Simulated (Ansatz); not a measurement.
Ta:
```yaml
crystal:
  lattice:
    - [10.21257, 0.00000, 0.00000]
    - [0.00000, 10.21257, 0.00000]
    - [0.00000, 0.00000, 5.30265]
  atoms:
    - { symbol: Ta, position: [0.00000, 0.50000, 0.24759] }
    - { symbol: Ta, position: [0.50000, 0.00000, 0.75241] }
    - { symbol: Ta, position: [0.93256, 0.76072, 0.24775] }
    - { symbol: Ta, position: [0.76072, 0.06744, 0.75225] }
    - { symbol: Ta, position: [0.06744, 0.23928, 0.24775] }
    - { symbol: Ta, position: [0.23928, 0.93256, 0.75225] }
    - { symbol: Ta, position: [0.43256, 0.73928, 0.75225] }
    - { symbol: Ta, position: [0.26072, 0.43256, 0.24775] }
    - { symbol: Ta, position: [0.56744, 0.26072, 0.75225] }
    - { symbol: Ta, position: [0.73928, 0.56744, 0.24775] }
    - { symbol: Ta, position: [0.87181, 0.03449, 0.25230] }
    - { symbol: Ta, position: [0.03449, 0.12819, 0.74770] }
    - { symbol: Ta, position: [0.12819, 0.96551, 0.25230] }
    - { symbol: Ta, position: [0.96551, 0.87181, 0.74770] }
    - { symbol: Ta, position: [0.37181, 0.46551, 0.74770] }
    - { symbol: Ta, position: [0.53449, 0.37181, 0.25230] }
    - { symbol: Ta, position: [0.62819, 0.53449, 0.74770] }
    - { symbol: Ta, position: [0.46551, 0.62819, 0.25230] }
    - { symbol: Ta, position: [0.89482, 0.60518, 0.74695] }
    - { symbol: Ta, position: [0.60518, 0.10518, 0.25305] }
    - { symbol: Ta, position: [0.10518, 0.39482, 0.74695] }
    - { symbol: Ta, position: [0.39482, 0.89482, 0.25305] }
    - { symbol: Ta, position: [0.68111, 0.81889, 0.00124] }
    - { symbol: Ta, position: [0.81889, 0.31889, 0.99876] }
    - { symbol: Ta, position: [0.31889, 0.18111, 0.00124] }
    - { symbol: Ta, position: [0.18111, 0.68111, 0.99876] }
    - { symbol: Ta, position: [0.81881, 0.31881, 0.50028] }
    - { symbol: Ta, position: [0.31881, 0.18119, 0.49972] }
    - { symbol: Ta, position: [0.18119, 0.68119, 0.50028] }
    - { symbol: Ta, position: [0.68119, 0.81881, 0.49972] }
```

Relaxed with r²SCAN.

Q: Tabulate the valence density and the electron localisation function along the shortest Ta–Ta contact (2.64 Å), plane-wave PAW r²SCAN (Ansatz code).

A: 

```csv
distance from Ta (Å),density (e/Å³),ELF
0.26,4.17,0.24
0.40,4.51,0.55
0.53,4.05,0.71
0.66,2.98,0.72
0.79,1.84,0.62
0.93,1.01,0.42
1.06,0.60,0.28
1.19,0.46,0.27
1.32,0.42,0.29
1.45,0.46,0.27
1.59,0.60,0.28
1.72,1.00,0.42
1.85,1.84,0.62
1.98,2.98,0.72
2.11,4.05,0.71
2.25,4.51,0.55
2.38,4.17,0.24
```

The density is the valence pseudo-density with augmentation charge, so density and ELF within about 1 Å of a nucleus are not all-electron values.

Space group P-42_1m. The first step of the workflow began from a Materials Project structure, measured or hypothetical; the Crystallography Open Database files this formula in space group No. 113, but the cells were not matched. It is not the phase usual at ambient conditions (space group No. 229). The cell was relaxed with r²SCAN under the symmetry of its start; whether a distortion lowers the energy is not shown. The run is not spin-polarised. Spin–orbit coupling is left out wherever it is not named.

Potentials: the later of the program's two PAW sets.
